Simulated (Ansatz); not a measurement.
# HgI$_{3}$: distorted cells

These are results of Ansatz 0.2.0, DFT PBEsol, scalar-relativistic, plane waves, PAW, not measurements.

Cutoff 420 eV; k points 14×14×14 on the computed 4-atom cell (Γ-centred); Gaussian smearing, width 0.10 eV; no spin polarisation.

Reference cell:

```
CELL_PARAMETERS angstrom
-2.25753 2.25753 8.46528
2.25753 -2.25753 8.46528
2.25753 2.25753 -8.46528
ATOMIC_POSITIONS crystal
Hg 0.00000 0.00000 0.00000
I 0.75000 0.25000 0.50000
I 0.25000 0.75000 0.50000
I 0.50000 0.50000 0.00000
```

Each variant moves atoms of this cell by the vectors given, if any (Å), and then applies a symmetric strain (tensor components, Cartesian axes). The reference cell isn't relaxed at this level. Energies are per atom at zero smearing, counted from the reference cell. Pressure is positive in compression.

1. strain (xx yy zz yz xz xy, %) 3.13 3.13 0.13 0.00 0.00 0.00
2. strain (xx yy zz yz xz xy, %) 1.79 1.79 7.79 0.00 0.00 0.00
3. strain (xx yy zz yz xz xy, %) 4.45 4.45 5.95 0.00 0.00 0.00

The reference cell has pressure -1.60 GPa, largest force 0.000 eV/Å and gap none (metal).

| result | ΔE (meV/atom) | P (GPa) |
| --- | --- | --- |
| A | 55.2 | -2.87 |
| B | 94.7 | -3.01 |
| C | 36.8 | -2.20 |

(1) Which variant gave which result?

Spin-orbit coupling is left out, which matters for the bands of heavy elements. Each cell of HgI3 holds layers, and where no dispersion correction was added their binding is poorly described. Spin polarisation was left out, and a magnetic state may lie lower.

Results:

(1) A is 1, B is 3, C is 2.